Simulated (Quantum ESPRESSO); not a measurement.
Si3F4O4, finding a planted mistake in a log

Simulated, not a measurement. The program is pw.x of Quantum ESPRESSO 7.5 (plane-wave density functional theory). The cell is made up: 11 atoms on a rutile lattice with one site empty, with randomly drawn elements, strain and displacements, not relaxed. PseudoDojo standard norm-conserving files (v0.5 for PBE, v0.4.1 for LDA and PBEsol) set the functional; there is no spin polarisation, spin-orbit coupling or dispersion term, and the masses in the input are unused placeholders.

Intended input:

```
&control calculation='scf', pseudo_dir='./dojo.nc.sr.pbe.v0_5.standard.upf', outdir='./o', disk_io='low', tprnfor=.true., tstress=.true. /
&system ibrav=0, nat=11, ntyp=3, nbnd=38, ecutwfc=84.00895049, nosym=.true., tot_charge=0,
 occupations='smearing', smearing='fd', degauss=0.0018374661
/
&electrons conv_thr=7.350e-09, electron_maxstep=60, /
ATOMIC_SPECIES
F 1.0 F.upf
O 1.0 O.upf
Si 1.0 Si.upf
CELL_PARAMETERS angstrom
4.209 -0.0315 -0.0514
-0.0315 4.1727 -0.0451
-0.0653 -0.0573 5.3772
ATOMIC_POSITIONS angstrom
Si -0.0253 -0.0715 -0.0975
Si 2.1459 2.1271 1.3286
Si 1.9791 1.9616 3.891
F 1.2503 1.1696 -0.0621
O 2.903 2.8644 -0.11
F 3.2497 0.8265 1.2097
O 0.758 3.3107 1.2531
F 1.221 1.1466 2.5981
O 3.0283 2.7476 2.5839
F 3.3786 0.7166 3.9553
O 0.6697 3.3141 3.9071
K_POINTS automatic
5 5 4 1 1 1
```

The log is shortened where brackets say so; the opening notice, blank lines, dates and the lines on written files are dropped, and the path of the files is cut. It prints rydbergs, bohrs and kilobars, and counts compression as positive stress. Where no state is partly filled, the Fermi energy that it prints is only some level between the filled and the empty states on the mesh, and need not lie in the true gap.

Log of the intended run:

```
     Program PWSCF v.7.5
     Parallel version (MPI & OpenMP), running on       4 processor cores
     Number of MPI processes:                 4
     Threads/MPI process:                     1
     [start-up lines left out]
     bravais-lattice index     =            0
     lattice parameter (alat)  =       7.9547  a.u.
     unit-cell volume          =     637.1021 (a.u.)^3
     number of atoms/cell      =           11
     number of atomic types    =            3
     number of electrons       =        64.00
     number of Kohn-Sham states=           38
     kinetic-energy cutoff     =      84.0090  Ry
     charge density cutoff     =     336.0358  Ry
     scf convergence threshold =      7.3E-09
     mixing beta               =       0.7000
     number of iterations used =            8  plain     mixing
     Exchange-correlation= PBE
                           (   1   4   3   4   0   0   0)
     [axes and pseudopotential details left out]
   Cartesian axes
     site n.     atom                  positions (alat units)
         1        Si     tau(   1) = (  -0.0060103  -0.0169857  -0.0231623  )
         2        Si     tau(   2) = (   0.5097838   0.5053176   0.3156246  )
         3        Si     tau(   3) = (   0.4701585   0.4660011   0.9243528  )
         4        F      tau(   4) = (   0.2970235   0.2778522  -0.0147526  )
         5        O      tau(   5) = (   0.6896418   0.6804719  -0.0261318  )
         6        F      tau(   6) = (   0.7720044   0.1963448   0.2873785  )
         7        O      tau(   7) = (   0.1800718   0.7864957   0.2976886  )
         8        F      tau(   8) = (   0.2900629   0.2723883   0.6172092  )
         9        O      tau(   9) = (   0.7194083   0.6527247   0.6138358  )
        10        F      tau(  10) = (   0.8026262   0.1702368   0.9396280  )
        11        O      tau(  11) = (   0.1590951   0.7873034   0.9281776  )
     number of k points=    50  Fermi-Dirac smearing, width (Ry)=  0.0018
                       cart. coord. in units 2pi/alat
        k(    1) = (   0.1020026   0.1027332   0.1001871), wk =   0.0400000
        k(    2) = (   0.1044092   0.1048672   0.2959465), wk =   0.0400000
     [further k points left out]
     Dense  grid:    66251 G-vectors     FFT dimensions: (  48,  48,  60)
     Estimated max dynamical RAM per process >     152.29 MB
     Estimated total dynamical RAM >     560.62 MB
     Initial potential from superposition of free atoms
     starting charge      63.9981, renormalised to      64.0000
     Starting wfcs are   44 randomized atomic wfcs
     total cpu time spent up to now is        2.2 secs
     per-process dynamical memory:   124.2 Mb
     Self-consistent Calculation
     iteration #  1     ecut=    84.01 Ry     beta= 0.70
     Davidson diagonalization with overlap
     ethr =  1.00E-02,  avg # of iterations =  2.2
     total cpu time spent up to now is        5.4 secs
     total energy              =    -354.31846495 Ry
     estimated scf accuracy    <       2.34082974 Ry
     iteration #  2     ecut=    84.01 Ry     beta= 0.70
     Davidson diagonalization with overlap
     ethr =  3.66E-03,  avg # of iterations =  3.1
     total cpu time spent up to now is        8.9 secs
     total energy              =    -354.54745593 Ry
     estimated scf accuracy    <       3.32471313 Ry
     [iterations 3 to 10 left out]
     iteration # 11     ecut=    84.01 Ry     beta= 0.70
     Davidson diagonalization with overlap
     ethr =  1.69E-10,  avg # of iterations =  3.6
     total cpu time spent up to now is       36.8 secs
     total energy              =    -355.34823290 Ry
     estimated scf accuracy    <       0.00000006 Ry
     iteration # 12     ecut=    84.01 Ry     beta= 0.70
     Davidson diagonalization with overlap
     ethr =  9.66E-11,  avg # of iterations =  2.0
     total cpu time spent up to now is       39.6 secs
     End of self-consistent calculation
     [lines on levels left out]
     the Fermi energy is    10.1409 ev
!    total energy              =    -355.34823291 Ry
     estimated scf accuracy    <          6.6E-10 Ry
     smearing contrib. (-TS)   =       0.00000000 Ry
     internal energy E=F+TS    =    -355.34823291 Ry
     The total energy is F=E-TS. E is the sum of the following terms:
     one-electron contribution =     -82.06839179 Ry
     hartree contribution      =      87.11189403 Ry
     xc contribution           =     -88.04886617 Ry
     ewald contribution        =    -272.34286898 Ry
     convergence has been achieved in  12 iterations
     Forces acting on atoms (cartesian axes, Ry/au):
     atom    1 type  3   force =     0.07325549   -0.26752047    0.04103753
     atom    2 type  3   force =    -0.02835684    0.23843175    0.05083264
     atom    3 type  3   force =     0.04447335    0.28890558   -0.09590963
     atom    4 type  1   force =     0.01597884    0.02017569   -0.01221522
     atom    5 type  2   force =    -0.05931370   -0.06875338   -0.01514817
     atom    6 type  1   force =     0.02103401   -0.04207977   -0.06393120
     atom    7 type  2   force =     0.05169491   -0.02819187   -0.09371315
     atom    8 type  1   force =     0.00471751   -0.01097451    0.00445506
     atom    9 type  2   force =    -0.15783630   -0.08915755    0.05309802
     atom   10 type  1   force =    -0.07603759    0.04466508    0.04528699
     atom   11 type  2   force =     0.11039032   -0.08550055    0.08620713
     Total force =     0.577870     Total SCF correction =     0.000074
     Computing stress (Cartesian axis) and pressure
          total   stress  (Ry/bohr**3)                   (kbar)     P=       58.28
   0.00036033   0.00105725   0.00028380           53.01      155.53       41.75
   0.00105725   0.00034865   0.00031544          155.53       51.29       46.40
   0.00028380   0.00031544   0.00047959           41.75       46.40       70.55
     init_run     :      2.11s CPU      2.15s WALL (       1 calls)
     electrons    :     37.28s CPU     37.39s WALL (       1 calls)
     forces       :      0.57s CPU      0.58s WALL (       1 calls)
     stress       :      1.85s CPU      1.85s WALL (       1 calls)
     [timing details left out]
     PWSCF        :     41.87s CPU     42.03s WALL
     JOB DONE.
```

A second run was made from an input with one planted mistake. Its log:

```
     Program PWSCF v.7.5
     Parallel version (MPI & OpenMP), running on       4 processor cores
     Number of MPI processes:                 4
     Threads/MPI process:                     1
     [start-up lines left out]
     bravais-lattice index     =            0
     lattice parameter (alat)  =       7.9547  a.u.
     unit-cell volume          =     637.1021 (a.u.)^3
     number of atoms/cell      =           11
     number of atomic types    =            3
     number of electrons       =        64.00
     number of Kohn-Sham states=           38
     kinetic-energy cutoff     =      84.0090  Ry
     charge density cutoff     =     336.0358  Ry
     scf convergence threshold =      7.3E-09
     mixing beta               =       0.7000
     number of iterations used =            8  plain     mixing
     Exchange-correlation= PBE
                           (   1   4   3   4   0   0   0)
     [axes and pseudopotential details left out]
   Cartesian axes
     site n.     atom                  positions (alat units)
         1        Si     tau(   1) = (  -0.0060103  -0.0169857  -0.0231623  )
         2        Si     tau(   2) = (   0.5097838   0.5053176   0.3156246  )
         3        Si     tau(   3) = (   0.4701585   0.4660011   0.9243528  )
         4        F      tau(   4) = (   0.2970235   0.2778522  -0.0147526  )
         5        F      tau(   5) = (   0.6896418   0.6804719  -0.0261318  )
         6        F      tau(   6) = (   0.7720044   0.1963448   0.2873785  )
         7        O      tau(   7) = (   0.1800718   0.7864957   0.2976886  )
         8        F      tau(   8) = (   0.2900629   0.2723883   0.6172092  )
         9        O      tau(   9) = (   0.7194083   0.6527247   0.6138358  )
        10        O      tau(  10) = (   0.8026262   0.1702368   0.9396280  )
        11        O      tau(  11) = (   0.1590951   0.7873034   0.9281776  )
     number of k points=    50  Fermi-Dirac smearing, width (Ry)=  0.0018
                       cart. coord. in units 2pi/alat
        k(    1) = (   0.1020026   0.1027332   0.1001871), wk =   0.0400000
        k(    2) = (   0.1044092   0.1048672   0.2959465), wk =   0.0400000
     [further k points left out]
     Dense  grid:    66251 G-vectors     FFT dimensions: (  48,  48,  60)
     Estimated max dynamical RAM per process >     152.29 MB
     Estimated total dynamical RAM >     560.62 MB
     Initial potential from superposition of free atoms
     starting charge      63.9981, renormalised to      64.0000
     Starting wfcs are   44 randomized atomic wfcs
     total cpu time spent up to now is        2.2 secs
     per-process dynamical memory:   124.2 Mb
     Self-consistent Calculation
     iteration #  1     ecut=    84.01 Ry     beta= 0.70
     Davidson diagonalization with overlap
     ethr =  1.00E-02,  avg # of iterations =  2.2
     total cpu time spent up to now is        5.5 secs
     total energy              =    -353.94633488 Ry
     estimated scf accuracy    <       2.64093967 Ry
     iteration #  2     ecut=    84.01 Ry     beta= 0.70
     Davidson diagonalization with overlap
     ethr =  4.13E-03,  avg # of iterations =  3.1
     total cpu time spent up to now is        8.9 secs
     total energy              =    -353.99245097 Ry
     estimated scf accuracy    <       5.38727909 Ry
     [iterations 3 to 10 left out]
     iteration # 11     ecut=    84.01 Ry     beta= 0.70
     Davidson diagonalization with overlap
     ethr =  3.38E-10,  avg # of iterations =  3.0
     total cpu time spent up to now is       36.5 secs
     total energy              =    -355.18812855 Ry
     estimated scf accuracy    <       0.00000008 Ry
     iteration # 12     ecut=    84.01 Ry     beta= 0.70
     Davidson diagonalization with overlap
     ethr =  1.26E-10,  avg # of iterations =  2.0
     total cpu time spent up to now is       39.2 secs
     End of self-consistent calculation
     [lines on levels left out]
     the Fermi energy is     9.8584 ev
!    total energy              =    -355.18812855 Ry
     estimated scf accuracy    <          7.1E-09 Ry
     smearing contrib. (-TS)   =       0.00000000 Ry
     internal energy E=F+TS    =    -355.18812855 Ry
     The total energy is F=E-TS. E is the sum of the following terms:
     one-electron contribution =     -82.57175724 Ry
     hartree contribution      =      87.14168431 Ry
     xc contribution           =     -87.97681383 Ry
     ewald contribution        =    -271.78124179 Ry
     convergence has been achieved in  12 iterations
     Forces acting on atoms (cartesian axes, Ry/au):
     atom    1 type  3   force =     0.10204289   -0.05364270   -0.08799225
     atom    2 type  3   force =    -0.09370883    0.12420897    0.18942622
     atom    3 type  3   force =     0.06278018    0.07614080   -0.21421891
     atom    4 type  1   force =     0.04688737    0.05091039    0.03708550
     atom    5 type  1   force =    -0.03409132   -0.02706927    0.03184690
     atom    6 type  1   force =     0.00854004   -0.02795775   -0.05054271
     atom    7 type  2   force =     0.04933181   -0.03723684   -0.12007414
     atom    8 type  1   force =    -0.00016817    0.00534869   -0.03073557
     atom    9 type  2   force =    -0.15415087   -0.05630514    0.00111733
     atom   10 type  2   force =    -0.12741387    0.07585023    0.13382638
     atom   11 type  2   force =     0.13995077   -0.13024737    0.11026126
     Total force =     0.532905     Total SCF correction =     0.000236
     Computing stress (Cartesian axis) and pressure
          total   stress  (Ry/bohr**3)                   (kbar)     P=       93.47
   0.00029059   0.00209435  -0.00001750           42.75      308.09       -2.57
   0.00209435   0.00077338   0.00062476          308.09      113.77       91.91
  -0.00001750   0.00062476   0.00084231           -2.57       91.91      123.91
     init_run     :      2.12s CPU      2.16s WALL (       1 calls)
     electrons    :     36.86s CPU     36.99s WALL (       1 calls)
     forces       :      0.57s CPU      0.58s WALL (       1 calls)
     stress       :      1.86s CPU      1.86s WALL (       1 calls)
     [timing details left out]
     PWSCF        :     41.44s CPU     41.65s WALL
     JOB DONE.
```

Question: what was wrong in the second input?

Answer: two atoms have their elements exchanged. The input lines that differ, file-writing options aside:

```
- O 2.903 2.8644 -0.11
+ F 2.903 2.8644 -0.11
- F 3.3786 0.7166 3.9553
+ O 3.3786 0.7166 3.9553
```

|  | intended run | run with the mistake |
| --- | --- | --- |
| free energy (eV) | -4834.759 | -4832.581 |
| smearing term -TS (eV) | 0.0000 | 0.0000 |
| pressure (GPa) | 5.83 | 9.35 |
| largest force component (eV/Å) | 7.428 | 5.508 |
| largest change of a force component (eV/Å) |  | 5.499 |
| iterations | 12 | 12 |

For scale, a rerun of the intended cell at a cutoff of 1437 eV and k mesh 7 x 7 x 6 moved values by no more than 0.003 eV in energy, 0.03 GPa in stress and 0.002 eV/Å in force.